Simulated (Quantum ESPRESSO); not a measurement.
Al2MgTa2W3, input and log of a self-consistent run

A calculation, not a measurement. The program is pw.x of Quantum ESPRESSO 7.5 (plane-wave density functional theory). The cell is made up: eight metal atoms on a hexagonal close-packed lattice, with elements, volume, strain and displacements drawn at random and not relaxed, so it may be unstable or far from any real phase. PseudoDojo standard norm-conserving files set the functional (PBE unless stated); there is no spin polarisation or spin-orbit coupling, the Fermi-Dirac width of 0.25 eV means electrons at about 2900 K, and the masses in the input are unused placeholders. Heavy elements are run without spin-orbit coupling, which real alloys of them have. A spin test at this wide smearing found no moment, but such smearing suppresses magnetism that the real alloy may have.

Input:

```
&control calculation='scf', pseudo_dir='./dojo.nc.sr.pbe.v0_5.standard.upf', outdir='./o', disk_io='minimal', tprnfor=.true., tstress=.true. /
&system ibrav=0, nat=8, ntyp=4, nbnd=56, ecutwfc=84.00895049, nosym=.true., tot_charge=0,
 occupations='smearing', smearing='fd', degauss=0.0183746611
/
&electrons conv_thr=1.470e-08, electron_maxstep=70, mixing_beta=0.5 /
ATOMIC_SPECIES
Al 1.0 Al.upf
Mg 1.0 Mg.upf
Ta 1.0 Ta.upf
W 1.0 W.upf
CELL_PARAMETERS angstrom
0.0 0.0 -4.4949
0.0 4.9708 0.0
5.7398 0.0 0.0
ATOMIC_POSITIONS angstrom
Al 0.0348 -0.0478 -0.1349
Mg 2.8504 0.1204 0.0088
Al 1.5265 2.4173 0.0616
Ta 4.2366 2.4251 0.0047
Ta -0.0351 1.5992 -2.3254
W 2.9569 1.6731 -2.2197
W 1.3924 4.1854 -2.306
W 4.2212 4.2479 -2.2139
K_POINTS automatic
5 5 4 1 1 1
```

The log is shortened where brackets say so; the opening notice, blank lines, dates and the lines on written files are dropped, and the path of the files is cut. It prints rydbergs, bohrs and kilobars, and counts compression as positive stress. Its total energy is the free energy E - TS of the whole cell.

```
     Program PWSCF v.7.5
     Parallel version (MPI & OpenMP), running on       4 processor cores
     Number of MPI processes:                 4
     Threads/MPI process:                     1
     [start-up lines left out]
     bravais-lattice index     =            0
     lattice parameter (alat)  =       8.4941  a.u.
     unit-cell volume          =     865.4454 (a.u.)^3
     number of atoms/cell      =            8
     number of atomic types    =            4
     number of electrons       =        84.00
     number of Kohn-Sham states=           56
     kinetic-energy cutoff     =      84.0090  Ry
     charge density cutoff     =     336.0358  Ry
     scf convergence threshold =      1.5E-08
     mixing beta               =       0.5000
     number of iterations used =            8  plain     mixing
     Exchange-correlation= PBE
                           (   1   4   3   4   0   0   0)
     [axes and pseudopotential details left out]
   Cartesian axes
     site n.     atom                  positions (alat units)
         1        Al     tau(   1) = (   0.0077421  -0.0106343  -0.0300118  )
         2        Mg     tau(   2) = (   0.6341409   0.0267859   0.0019578  )
         3        Al     tau(   3) = (   0.3396071   0.5377873   0.0137044  )
         4        Ta     tau(   4) = (   0.9425349   0.5395226   0.0010456  )
         5        Ta     tau(   5) = (  -0.0078089   0.3557810  -0.5173419  )
         6        W      tau(   6) = (   0.6578344   0.3722219  -0.4938263  )
         7        W      tau(   7) = (   0.3097733   0.9311442  -0.5130259  )
         8        W      tau(   8) = (   0.9391088   0.9450488  -0.4925360  )
     number of k points=    50  Fermi-Dirac smearing, width (Ry)=  0.0184
                       cart. coord. in units 2pi/alat
        k(    1) = (   0.0978889   0.0904261  -0.1000000), wk =   0.0400000
        k(    2) = (   0.2936666   0.0904261  -0.1000000), wk =   0.0400000
     [further k points left out]
     Dense  grid:    90001 G-vectors     FFT dimensions: (  50,  60,  64)
     Estimated max dynamical RAM per process >     281.83 MB
     Estimated total dynamical RAM >       1.04 GB
     Initial potential from superposition of free atoms
     starting charge      83.9909, renormalised to      84.0000
     Starting wfcs are   63 randomized atomic wfcs
     total cpu time spent up to now is        4.1 secs
     per-process dynamical memory:   213.2 Mb
     Self-consistent Calculation
     iteration #  1     ecut=    84.01 Ry     beta= 0.50
     Davidson diagonalization with overlap
     ethr =  1.00E-02,  avg # of iterations =  3.0
     Threshold (ethr) on eigenvalues was too large:
     Diagonalizing with lowered threshold
     Davidson diagonalization with overlap
     ethr =  3.09E-04,  avg # of iterations =  6.5
     total cpu time spent up to now is       22.7 secs
     total energy              =    -843.39584273 Ry
     estimated scf accuracy    <       0.28826056 Ry
     iteration #  2     ecut=    84.01 Ry     beta= 0.50
     Davidson diagonalization with overlap
     ethr =  3.43E-04,  avg # of iterations =  2.9
     total cpu time spent up to now is       31.6 secs
     total energy              =    -843.31206631 Ry
     estimated scf accuracy    <       1.09721284 Ry
     iteration #  3     ecut=    84.01 Ry     beta= 0.50
     Davidson diagonalization with overlap
     ethr =  3.43E-04,  avg # of iterations =  2.0
     total cpu time spent up to now is       39.4 secs
     total energy              =    -843.44539535 Ry
     estimated scf accuracy    <       0.15231490 Ry
     iteration #  4     ecut=    84.01 Ry     beta= 0.50
     Davidson diagonalization with overlap
     ethr =  1.81E-04,  avg # of iterations =  2.0
     total cpu time spent up to now is       47.0 secs
     total energy              =    -843.45169755 Ry
     estimated scf accuracy    <       0.12872208 Ry
     iteration #  5     ecut=    84.01 Ry     beta= 0.50
     Davidson diagonalization with overlap
     ethr =  1.53E-04,  avg # of iterations =  1.0
     total cpu time spent up to now is       53.8 secs
     total energy              =    -843.46535481 Ry
     estimated scf accuracy    <       0.00926092 Ry
     [iterations 6 to 8 left out]
     iteration #  9     ecut=    84.01 Ry     beta= 0.50
     Davidson diagonalization with overlap
     ethr =  3.11E-07,  avg # of iterations =  2.0
     total cpu time spent up to now is       88.7 secs
     total energy              =    -843.46748747 Ry
     estimated scf accuracy    <       0.00001894 Ry
     iteration # 10     ecut=    84.01 Ry     beta= 0.50
     Davidson diagonalization with overlap
     ethr =  2.25E-08,  avg # of iterations =  2.1
     total cpu time spent up to now is       96.6 secs
     total energy              =    -843.46749041 Ry
     estimated scf accuracy    <       0.00000070 Ry
     iteration # 11     ecut=    84.01 Ry     beta= 0.50
     Davidson diagonalization with overlap
     ethr =  8.34E-10,  avg # of iterations =  5.0
     total cpu time spent up to now is      106.7 secs
     total energy              =    -843.46749068 Ry
     estimated scf accuracy    <       0.00000016 Ry
     iteration # 12     ecut=    84.01 Ry     beta= 0.50
     Davidson diagonalization with overlap
     ethr =  1.91E-10,  avg # of iterations =  2.0
     total cpu time spent up to now is      114.6 secs
     total energy              =    -843.46749071 Ry
     estimated scf accuracy    <       0.00000003 Ry
     iteration # 13     ecut=    84.01 Ry     beta= 0.50
     Davidson diagonalization with overlap
     ethr =  3.76E-11,  avg # of iterations =  2.0
     total cpu time spent up to now is      122.2 secs
     End of self-consistent calculation
     [lines on levels left out]
!    total energy              =    -843.46749070 Ry
     estimated scf accuracy    <       0.00000001 Ry
     smearing contrib. (-TS)   =      -0.08379793 Ry
     internal energy E=F+TS    =    -843.38369277 Ry
     The total energy is F=E-TS. E is the sum of the following terms:
     one-electron contribution =    -253.97458363 Ry
     hartree contribution      =     160.62064027 Ry
     xc contribution           =    -179.25315085 Ry
     ewald contribution        =    -570.77659857 Ry
     convergence has been achieved in  13 iterations
     Forces acting on atoms (cartesian axes, Ry/au):
     atom    1 type  1   force =    -0.00595389   -0.01762238    0.04423534
     atom    2 type  2   force =    -0.01628268   -0.06123079   -0.00044915
     atom    3 type  1   force =    -0.04303378    0.03591211   -0.03247445
     atom    4 type  3   force =     0.06213927    0.07143269   -0.00958108
     atom    5 type  3   force =     0.05837421    0.02281640    0.02343978
     atom    6 type  4   force =    -0.07681820    0.02615281   -0.00387829
     atom    7 type  4   force =    -0.00043968   -0.04893760    0.00661833
     atom    8 type  4   force =     0.02201475   -0.02852324   -0.02791047
     Total force =     0.187518     Total SCF correction =     0.000233
     Computing stress (Cartesian axis) and pressure
          total   stress  (Ry/bohr**3)                   (kbar)     P=      116.73
   0.00060153   0.00008177  -0.00004790           88.49       12.03       -7.05
   0.00008177   0.00063228  -0.00005914           12.03       93.01       -8.70
  -0.00004790  -0.00005914   0.00114676           -7.05       -8.70      168.69
     init_run     :      3.85s CPU      4.04s WALL (       1 calls)
     electrons    :    115.73s CPU    118.15s WALL (       1 calls)
     forces       :      1.71s CPU      1.74s WALL (       1 calls)
     stress       :      5.95s CPU      6.13s WALL (       1 calls)
     [timing details left out]
     PWSCF        :   2m 7.32s CPU   2m10.16s WALL
     JOB DONE.
```

In other units: free energy -11475.960 eV for the cell, pressure 11.67 GPa, largest force component 1.975 eV/Å in size. The run took 132 s of wall time with four MPI processes on a shared machine (Intel Xeon, 2023 or later, virtual cores), so the time is rough. A rerun of this cell at a higher cutoff and on a denser mesh moved values by no more than 0.007 eV in energy, 0.09 GPa in stress and 0.016 eV/Å in force, and a second program with other atomic files agreed on that cell to 2 % rms in force and 0.5 GPa in pressure.